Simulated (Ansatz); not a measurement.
# Kick test of a cell of Be3CdSe4

The structure comes from a proposed guess, relaxed at this level; another structure or a mixture of phases may lie lower.

These are results of DFT PBE, scalar-relativistic, plane waves, PAW (Ansatz 0.2.0), not measurements. Cutoff 420 eV; k points 6×6×6 on the computed 8-atom cell (Γ-centred); Gaussian smearing, width 0.02 eV; no spin polarisation.

The cell below (8 atoms, space group I-42m (No. 121)) is relaxed within its symmetry.

```xyz
8
Lattice="-2.7280 2.7280 5.3673 2.7280 -2.7280 5.3673 2.7280 2.7280 -5.3673" Properties=species:S:1:pos:R:3 pbc="T T T"
Be    0.0000    0.0000    5.3673
Be    0.0000    2.7280    2.6836
Be    2.7280    0.0000    2.6836
Cd    0.0000    0.0000    0.0000
Se    1.2061   -1.2061    6.8371
Se   -1.2061    1.2061    6.8371
Se    1.5219    1.5219   -1.4699
Se    1.2061    1.2061    3.8974
```

For the test it was strained at random (σ = 1.5 % a component), the atoms were moved at random (σ = 0.05 Å), and all was relaxed again on a coarse 4×4×4 mesh (in the run’s order of axes) with 0.10 eV smearing, with no symmetry imposed.

Task: What happens?

Result: It returns, within 1 meV/atom of the unmoved cell on that mesh and with the same symmetry when read at 0.1 Å. So it is stable against the distortions that fit this cell and that this random move excites. Modes that don't fit the cell aren't tested.
